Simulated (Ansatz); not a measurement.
Values for one crystal, relaxed and computed with the program Ansatz at the PBE level (PAW); other levels are named.

| Item | Result |
|---|---|
| Volume per atom | 20.91 Å³ |
| Band gap | 0.32 eV (indirect) |
| Smallest direct gap on the standard path | 0.53 eV |
| Conduction-band minimum | on the Γ–Z line, 95 % of the way from Γ (k = 0.000, 0.000, 0.474) (2 equivalent valleys) |
| Pressure derivative B′ | 4.4 |
| Valence-band maximum | at Y (k = 0.000, 0.500, 0.000) |
| Bulk modulus (Birch–Murnaghan fit) | 70.6 GPa |

Question: Which of these materials gives this?
(A) AlP, P6_222 (Al on 3d, P on 3c)
(B) KZnF3, cubic perovskite
(C) Zn3P4W, Pmn2_1 (Pearson symbol oP16)
(D) BP, zinc blende

Answer: C, Zn3P4W, Pmn2_1 (Pearson symbol oP16)

The start of the workflow was typed in or built on a structure type; neither database checked (COD, Materials Project) lists it. Whether it is the stable phase at ambient conditions was not checked. Symmetry was held in the PBE relaxation; whether a distortion lowers the energy is not shown. The run is not spin-polarised. Scalar-relativistic: spin–orbit coupling is off unless named, which matters more the heavier the elements.

Potentials: the later of the program's two PAW sets.
